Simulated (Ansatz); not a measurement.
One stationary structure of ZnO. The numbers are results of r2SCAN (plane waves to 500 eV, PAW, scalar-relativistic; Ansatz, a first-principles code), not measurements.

```cif
data_O2Zn2
_chemical_formula_sum 'O2 Zn2'
_space_group_name_H-M_alt 'P 1'
_space_group_IT_number 1
_cell_length_a 3.23539
_cell_length_b 3.23539
_cell_length_c 5.21093
_cell_angle_alpha 90.000
_cell_angle_beta 90.000
_cell_angle_gamma 120.000
loop_
_space_group_symop_operation_xyz
  'x, y, z'
loop_
_atom_site_label
_atom_site_type_symbol
_atom_site_fract_x
_atom_site_fract_y
_atom_site_fract_z
_atom_site_occupancy
O1 O 0.66667 0.33333 0.14964 1
O2 O 0.33333 0.66667 0.64964 1
Zn1 Zn 0.33333 0.66667 0.26995 1
Zn2 Zn 0.66667 0.33333 0.76995 1
```

Question: Determine the symmetry and give the standard cell with its independent sites.

Answer: Space group P6₃mc (No. 186); a = 3.2354 Å, b = 3.2354 Å, c = 5.2109 Å, α = 90.00°, β = 90.00°, γ = 120.00°

| atom | site | symmetry | x | y | z |
|---|---|---|---|---|---|
| O | 2b | 3m. | 0.6667 | 0.3333 | 0.1496 |
| Zn | 2b | 3m. | 0.3333 | 0.6667 | 0.2699 |

This is the wurtzite type.

Question: Give the shortest distances between elements (the closest pairs, up to four, under 3.6 Å).

Answer: O–Zn 1.97 Å; O–O 3.21 Å; Zn–Zn 3.21 Å.

```yaml
volume_per_atom: 11.81 Å³
band_gap: 1.23 eV, direct at Γ (no spin-orbit coupling)
```

No spin polarisation in the result.

Measured for ZnO: a 3.2482 Å (0 K or low temperature; as listed in arXiv:1206.3780); c 5.204 Å (0 K or low temperature; as listed in arXiv:1206.3780); gap 3.6 eV (static lattice; corrected from measurement; as listed in Wei Chen et al., Physical Review Materials (2018)). Computed minus measured — a: r2SCAN -0.4 %; c: r2SCAN +0.1 %; gap: r2SCAN -2.37 eV. The computed values are for a static lattice, and a measured gap can be an optical one, lowered by exciton binding.

The run could not lose the symmetry of its start; a randomly shaken copy of 8 atoms returns to this structure.
